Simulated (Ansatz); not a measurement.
Density of states of a AlIn2N3 cell (a crystal with Al and In atoms exchanged, relaxed), per eV and atom, broadened by Gaussian smearing of width 0.1 eV and averaged over bins of 0.2 eV, from 8 eV under the Fermi level at most up to where the solved bands end.

Level of theory: DFT PBE, scalar-relativistic, plane waves, PAW (Ansatz 0.2.0).

Cutoff 420 eV; k points 6×5×5 on the computed 24-atom cell (Γ-centred); Gaussian smearing, width 0.02 eV; no spin polarisation.

```
CELL_PARAMETERS angstrom
-0.00306 5.91298 0.00005
5.12441 2.95379 -5.52174
-5.15527 2.95910 -5.54775
ATOMIC_POSITIONS crystal
In 0.16540 0.49882 0.50374
In 0.65787 0.00044 0.01910
In 0.56927 0.75901 0.76382
Al 0.07956 0.24620 0.25242
In 0.67688 0.67232 0.32781
In 0.16189 0.17630 0.84615
In 0.65837 0.33537 0.66406
Al 0.15091 0.84382 0.17577
Al 0.08059 0.58864 0.92944
Al 0.58443 0.08807 0.41377
In 0.08116 0.92471 0.57937
In 0.56715 0.42598 0.09567
N 0.37392 0.99850 0.62824
N 0.89757 0.46512 0.13702
N 0.30262 0.66680 0.00093
N 0.84057 0.15682 0.45235
N 0.24729 0.42252 0.75184
N 0.78670 0.91032 0.24779
N 0.27017 0.73479 0.37226
N 0.76124 0.23257 0.89784
N 0.87360 0.79729 0.82807
N 0.34425 0.28316 0.31911
N 0.76140 0.56942 0.56741
N 0.24499 0.05676 0.09192
```

```tsv
E − E_F (eV)	total	N 2p	In 5p	In 5s	N 2s
-6.05	0.014	0.007	0.002	0.003	0.000
-5.85	0.106	0.057	0.012	0.021	0.001
-5.65	0.435	0.238	0.043	0.086	0.008
-5.45	0.650	0.362	0.055	0.132	0.017
-5.25	0.697	0.387	0.054	0.158	0.024
-5.05	0.650	0.362	0.048	0.151	0.027
-4.85	0.514	0.293	0.038	0.102	0.026
-4.65	0.410	0.237	0.029	0.069	0.026
-4.45	0.385	0.221	0.034	0.052	0.032
-4.25	0.266	0.154	0.028	0.027	0.025
-4.05	0.241	0.144	0.028	0.020	0.018
-3.85	0.300	0.186	0.038	0.024	0.016
-3.65	0.440	0.283	0.057	0.031	0.018
-3.45	0.460	0.302	0.060	0.026	0.017
-3.25	0.395	0.267	0.049	0.021	0.013
-3.05	0.450	0.311	0.053	0.021	0.015
-2.85	0.545	0.386	0.067	0.020	0.014
-2.65	0.533	0.390	0.061	0.016	0.010
-2.45	0.647	0.487	0.072	0.016	0.010
-2.25	0.710	0.545	0.078	0.017	0.010
-2.05	0.752	0.589	0.082	0.015	0.009
-1.85	0.806	0.645	0.086	0.013	0.008
-1.65	0.837	0.683	0.086	0.011	0.007
-1.45	0.912	0.760	0.089	0.010	0.007
-1.25	0.900	0.763	0.084	0.008	0.005
-1.05	0.765	0.658	0.065	0.006	0.004
-0.85	0.574	0.503	0.042	0.003	0.002
-0.65	0.401	0.359	0.022	0.001	0.001
-0.45	0.196	0.179	0.008	0.000	0.000
-0.25	0.010	0.009	0.000	0.000	0.000
-0.05	0.000	0.000	0.000	0.000	0.000
0.15	0.000	0.000	0.000	0.000	0.000
0.35	0.002	0.000	0.000	0.001	0.001
0.55	0.000	0.000	0.000	0.000	0.000
0.75	0.001	0.000	0.000	0.000	0.000
0.95	0.011	0.004	0.001	0.003	0.003
1.15	0.022	0.007	0.002	0.005	0.006
1.35	0.010	0.004	0.001	0.002	0.003
1.55	0.018	0.006	0.002	0.004	0.004
1.75	0.042	0.015	0.005	0.009	0.010
1.95	0.053	0.019	0.007	0.011	0.012
2.15	0.051	0.018	0.008	0.010	0.011
2.35	0.064	0.023	0.011	0.012	0.014
2.55	0.114	0.040	0.021	0.021	0.024
2.75	0.145	0.047	0.028	0.029	0.029
2.95	0.177	0.051	0.038	0.037	0.034
3.15	0.235	0.061	0.055	0.048	0.044
3.35	0.335	0.078	0.085	0.067	0.062
3.55	0.350	0.082	0.086	0.075	0.061
3.75	0.344	0.083	0.081	0.080	0.055
3.95	0.299	0.070	0.076	0.064	0.047
4.15	0.304	0.072	0.081	0.062	0.045
4.35	0.299	0.065	0.086	0.061	0.041
4.55	0.353	0.072	0.111	0.067	0.044
```

The columns after the total are the largest Löwdin projections on the valence shells of the potentials, so they needn't add up, and the weight of a shell that a potential lacks goes to other orbitals. The cell has a gap on the mesh of 0.74 eV.

The gap is read on a mesh, which can miss the band edges, so it can be too wide.

Cost: 2 runs of about 11 core-minutes in all (earlier runs that led there not counted), on Arm Neoverse V2 (shared hosts).